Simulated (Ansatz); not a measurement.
input.yaml

```yaml
crystal:
  lattice:
    - [6.3878118647, 0.0, 0.0]
    - [-3.1939059323, 5.5320073494, 0.0]
    - [0.0, 0.0, 24.5195331839]
  atoms:
    - { symbol: C, position: [0.23915831, 0.8254837132, 0.6626817879] }
    - { symbol: O, position: [0.2856782841, 0.6257129295, 0.6511078195] }
    - { symbol: H, position: [0.4191537428, 0.9839716361, 0.6769611467] }
    - { symbol: H, position: [0.1236691298, 0.7833276528, 0.6986540843] }
basis:
  ecutwfc: 420
kpoints:
  mp_grid: { grid: [4, 4, 1] }
hamiltonian:
  xc: pbe
  dispersion: d3bj
scf:
  occupations: { method: gaussian, width: 0.1 }
output:
  forces: true
  eigenvalues: true
  write_density: true
  volumetric_format: npy
efield:
  axis: 3
  dipole_correction: true
  ramp_width: 0.04
```

Run as
```bash
ansatz run input.yaml --threads 4 --pin off --max-ram 10240MiB --backend cpu --events-out ev --progress --plain --runs-dir out
```

Theory: Ansatz, DFT PBE+D3(BJ), scalar-relativistic, plane waves, PAW.

Abridged output:

```
Pseudopotentials: kind: paw
Pseudopotential: C, paw, valence charge 4, recommended cutoff 420 eV (normal)
Pseudopotential: O, paw, valence charge 6, recommended cutoff 420 eV (normal)
Pseudopotential: H, paw, valence charge 1, recommended cutoff 420 eV (normal)
Functional definition: PBE
Crystal: 4 atoms, lattice volume = 866.457 Å³
Basis set: ecut = 420 eV, 16989 PW (Γ), exchange–correlation on 90×90×360 points (8 copies of the dense FFT grid, shifted against one another)
Bands: 10, of which v1, the nominal top of the filled ones, is band 6 counted from 1 (5 counted from 0)
Symmetry: 1 space group operations
Space group: P1 (ITA 1), of the structure as read, at distance tolerance 9.5e-5 Å
k-points: 10 of 16 (time reversal used)
Initial density: superposition of atomic densities (neutral atoms: chi_scale 0, normalization atom), corrected by the library's trained network
Initial wavefunctions: pseudopotential atomic-orbital guess
Functional: x = pbe(κ = 0.804, μ = 0.21951497), c = pbe(β = 0.06672455)
SCF iter   1: F=—  HF=-846.227040 eV  |F-HF|=—  |Δ(HF+E_count)|=         —  Δρ=6.98e-3  dr2=2.52e-1  ethr=1.77e-3  p=0.197 e·Å  D=4.11e-2 V/Å  ΔV_dip=-1.01 eV  dr2_dipole=1.26e-4  V_vac-E_F(+/−)=5.41/6.41 eV  ⟨swp⟩=6.8  Hψ=807  notcnv=0
efield: sawtooth ramp at fractional position 0.1549 (placed from the atoms, in the widest stretch of the axis that holds none; the zero of the levels goes with the place), width 0.0400; the density the first Hamiltonian is built on has a dipole p = 0.197 e·Å; the dipole correction subtracts the counter field D = 4.11e-2 V/Å, which shifts the + side's vacuum level by -1.01 eV against the − side's; the planar-averaged density in the ramp window peaks in size at 1.4e-7 e/Å³
SCF iter   2: F=—  HF=-846.261928 eV  |F-HF|=—  |Δ(HF+E_count)|=   3.49e-2  Δρ=9.81e-3  dr2=7.39e-1  ethr=1.77e-3  p=0.213 e·Å  D=4.46e-2 V/Å  ΔV_dip=-1.09 eV  dr2_dipole=8.17e-6  V_vac-E_F(+/−)=5.02/6.11 eV  ⟨swp⟩=3.0  Hψ=276  notcnv=0  recentre
SCF iter   3: F=—  HF=-846.191453 eV  |F-HF|=—  |Δ(HF+E_count)|=   7.05e-2  Δρ=4.40e-3  dr2=1.22e-1  ethr=1.77e-3  p=0.206 e·Å  D=4.30e-2 V/Å  ΔV_dip=-1.05 eV  dr2_dipole=5.20e-5  V_vac-E_F(+/−)=5.33/6.38 eV  ⟨swp⟩=2.7  Hψ=187  notcnv=0
SCF iter   4: F=—  HF=-846.169114 eV  |F-HF|=—  |Δ(HF+E_count)|=   2.23e-2  Δρ=2.19e-3  dr2=1.31e-2  ethr=1.02e-3  p=0.214 e·Å  D=4.46e-2 V/Å  ΔV_dip=-1.09 eV  dr2_dipole=9.51e-6  V_vac-E_F(+/−)=5.22/6.31 eV  ⟨swp⟩=2.0  Hψ=207  notcnv=0
SCF iter   5: F=—  HF=-846.166717 eV  |F-HF|=—  |Δ(HF+E_count)|=   2.40e-3  Δρ=2.48e-4  dr2=5.15e-4  ethr=1.09e-4  p=0.221 e·Å  D=4.62e-2 V/Å  ΔV_dip=-1.13 eV  dr2_dipole=4.56e-7  V_vac-E_F(+/−)=5.15/6.28 eV  ⟨swp⟩=2.0  Hψ=200  notcnv=0
SCF iter   6: F=—  HF=-846.166617 eV  |F-HF|=—  |Δ(HF+E_count)|=   9.95e-5  Δρ=9.16e-5  dr2=4.43e-5  ethr=4.29e-6  p=0.221 e·Å  D=4.61e-2 V/Å  ΔV_dip=-1.13 eV  dr2_dipole=4.79e-8  V_vac-E_F(+/−)=5.16/6.29 eV  ⟨swp⟩=2.0  Hψ=130  notcnv=0
SCF iter   7: F=—  HF=-846.166616 eV  |F-HF|=—  |Δ(HF+E_count)|=   1.43e-6  Δρ=2.50e-5  dr2=5.57e-6  ethr=3.69e-7  p=0.220 e·Å  D=4.60e-2 V/Å  ΔV_dip=-1.13 eV  dr2_dipole=1.42e-8  V_vac-E_F(+/−)=5.17/6.30 eV  ⟨swp⟩=2.0  Hψ=150  notcnv=0
SCF iter   8: F=—  HF=-846.166615 eV  |F-HF|=—  |Δ(HF+E_count)|=   3.35e-7  Δρ=7.73e-6  dr2=4.22e-7  ethr=4.64e-8  p=0.220 e·Å  D=4.60e-2 V/Å  ΔV_dip=-1.13 eV  dr2_dipole=1.39e-11  V_vac-E_F(+/−)=5.17/6.30 eV  ⟨swp⟩=2.0  Hψ=150  notcnv=0
SCF iter   9: F=-846.166615 eV  HF=-846.166615 eV  |F-HF|=5.65e-10  |Δ(HF+E_count)|=   9.00e-9  Δρ=1.05e-6  dr2=3.69e-9  ethr=8.33e-10  p=0.220 e·Å  D=4.60e-2 V/Å  ΔV_dip=-1.13 eV  dr2_dipole=1.26e-11  V_vac-E_F(+/−)=5.17/6.30 eV  ⟨swp⟩=12.4  Hψ=691  notcnv=0
SCF 1 converged in 9 iterations: F = -846.166615 eV  dr2 = 3.69e-9
SCF converged after 9 iterations
Free energy (F): -846.166615 eV
Harris-Foulkes:  -846.166615 eV  (|F-HF|=5.65e-10)
Internal energy: -846.166615 eV  (E = F + TS)
E sigma→0 (E₀):  -846.166615 eV
Fermi energy:    -5.462957 eV
Dipole field:    D = 0.046031 V/Å  (p = 0.220413 e·Å, saw-weighted, corrected)
Work function:   Φ+ = 5.1669 eV   Φ− = 6.2956 eV
Levels:          The Fermi level and band energies are counted from a zero that moves with the ramp; work functions are not
--- Per-component energies (eV) ---
  E_band       = -150.657671
  E_kinetic    = 278.428140
  E_local      = -2345.153401  (includes V_loc(G=0)·N_el)
  E_nonlocal   = 77.843173
  E_hartree    = 1024.478720
  E_xc         = -134.571889
  E_vxc        = -169.664000  (∫ρ·V_xc dr)
  E_paw        = -256.349020  (= ΣΔE_a)
  E_vpaw       = -41.264659  (= ΣTr[D̂ρ^β])
  E_aug_tail   = -0.000346  (compensation charges beyond the density's cutoff)
  E_efield     = 0.005073  (sawtooth field / dipole correction)
  E_vefield    = 0.197032  (∫n·V_field dr)
  E_ewald      = 509.188604
  E_disp       = -0.035670  (pairwise vdW)
  E_smearing   =  0.000000  (= −TS)
--- Forces (eV/Å), atoms counted from 1 ---
  atom   1  C      8.03643036    -5.18159926     2.28096372
  atom   2  O     -5.45921135     5.60786945     0.56047850
  atom   3  H     -0.82924236     0.16817058    -1.97521677
  atom   4  H     -1.74800184    -0.59440096    -0.86618826
--- Band table (eV; the first three rows and the last of 10) ---
  k-point 0: bands = ["-23.7766", "-16.1572", "-10.7989", "-10.0982", "-8.4668", "-6.0422", "-4.8920", "-0.9565", "-0.0917", "0.3221"]
  k-point 1: bands = ["-23.7764", "-16.1592", "-10.8044", "-10.0885", "-8.4617", "-6.0402", "-4.8922", "-0.6982", "0.2015", "0.5895"]
  k-point 2: bands = ["-23.7763", "-16.1611", "-10.8098", "-10.0790", "-8.4567", "-6.0384", "-4.8921", "-0.0526", "0.1768", "1.0513"]
  k-point 9: bands = ["-23.7762", "-16.1620", "-10.8039", "-10.0790", "-8.4589", "-6.0373", "-4.8893", "-0.1002", "0.0144", "1.0630"]
```

Self-consistency was reached.

Time: 3.1 s on 4 threads of Arm Neoverse V2, on a shared host, peak memory 0.9 GiB.